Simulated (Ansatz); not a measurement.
PbS:
```yaml
crystal:
  lattice:
    - [0.00000, 3.32372, 3.32372]
    - [3.32372, 0.00000, 3.32372]
    - [3.32372, 3.32372, 0.00000]
  atoms:
    - { symbol: S, position: [0.25000, 0.25000, 0.25000] }
    - { symbol: Pb, position: [0.00000, 0.00000, 0.00000] }
```

Relaxed with PBE. Special points in fractions of this cell's reciprocal vectors: Γ (0.000, 0.000, 0.000); X (0.500, 0.000, 0.500); U (0.625, 0.250, 0.625); K (0.375, 0.375, 0.750); L (0.500, 0.500, 0.500); W (0.500, 0.250, 0.750).

List the band energies nearest the valence-band maximum at these points for PBE with spin–orbit coupling (plane waves, PAW; program Ansatz).

In eV from the valence-band maximum; about four levels below and three above (degenerate sets whole), none deeper than 8.9 eV; points with the same levels are listed once.

| k | below | above |
|---|---|---|
| Γ | -1.64 -1.64 -1.64 -1.64 | 1.30 1.30 3.02 3.02 3.02 3.02 |
| X | -2.75 -2.75 -0.46 -0.46 | 0.76 0.76 4.39 4.39 |
| U | -2.70 -2.64 -0.36 -0.34 | 1.53 1.85 3.63 |
| L | -2.08 -2.08 -1.86 -1.86 | 2.41 2.41 3.62 3.62 |
| W | -2.99 -2.92 -0.05 0.00 | 1.74 2.47 2.92 |

Space group F-43m (zinc blende). The start of the workflow was typed in or built on a structure type; neither database checked (COD, Materials Project) lists it. It is not the phase usual at ambient conditions (space group No. 225). The cell was relaxed with PBE under the symmetry of its start; its stability against distortions is not shown here.

Potentials: the earlier of the program's two PAW sets.
